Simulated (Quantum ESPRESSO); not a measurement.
# Planted mistakes on one cell of Si3F4O4

Calculated results; nothing here was measured. They come from pw.x of Quantum ESPRESSO 7.5, a plane-wave density functional program, with PseudoDojo standard norm-conserving files (v0.5 for PBE, v0.4.1 for LDA and PBEsol). The cells are made up: elements, strain and atom displacements were drawn at random, and nothing was relaxed. There is no spin polarisation, spin-orbit coupling or dispersion term.

The cell has 12 sites of a rutile lattice (two cells along c). Sites 1 to 4 hold Si Si Si empty; sites 5 to 12 hold F F O O O F O F. Cell vectors in Å: (4.157, 0.016, -0.058); (0.016, 4.270, 0.014); (-0.074, 0.018, 5.291). Settings: PBE, cutoff 1143 eV, 5 x 5 x 4 k mesh shifted by half a step, Fermi-Dirac smearing of 0.025 eV.

The intended run has a self-consistency threshold of 1e-07 eV, a smearing term of 0.000 eV, a pressure of 4.98 GPa and 11 iterations. Each further run changes one thing: all lengths scaled by 1.0130; atoms of sites 8 and 12 exchanged; cutoff 642 eV; files of LDA; k mesh 1 x 1 x 1; one electron removed; smearing 0.74 eV; threshold 0.07 eV. A coarse mesh keeps the shift, and a charged cell sits in a uniform background.

```
run  change of free energy (eV)  smearing term -TS (eV)  change of P (GPa)  largest change of a force component (eV/Å)  iterations
  A                      -0.015                   0.000              -8.45                                       0.331          12
  B                      -0.177                  -0.763               2.34                                       0.325          11
  C                       4.224                   0.000               4.60                                       7.916          13
  D                       6.756                   0.000             -13.95                                       0.304          11
  E                      -8.230                  -0.013             -25.05                                       2.947          13
  F                      10.690                   0.000             -82.22                                       0.148          11
  G                       0.010                   0.000               3.11                                       0.077           5
  H                       0.185                   0.000               3.69                                       0.354          11
```

A rerun of the intended cell at 1437 eV and k mesh 7 x 7 x 6 moved values by no more than 0.003 eV in the cell's energy, 0.03 GPa in stress and 0.002 eV/Å in force.

Question: which change belongs to which run?

## Worked reading

Run G has the fewest iterations, as a run stopped early does. Run B has the largest smearing term, as wide smearing gives. Run F has a higher energy and the largest fall in pressure, as too small a basis gives. Run A changes the volume by a factor of 1.0395; minus its pressure change over the logarithm of that factor, 218 GPa, is a rough bulk modulus with clamped atoms. Energies from files of another functional, or of a charged cell, have another zero and say nothing on stability; the pressure of a charged cell rests on the program's zero of potential too.

## Key

| run | change |
| --- | --- |
| A | all lengths scaled by 1.0130 |
| B | smearing 0.74 eV |
| C | atoms of sites 8 and 12 exchanged |
| D | files of LDA |
| E | one electron removed |
| F | cutoff 642 eV |
| G | threshold 0.07 eV |
| H | k mesh 1 x 1 x 1 |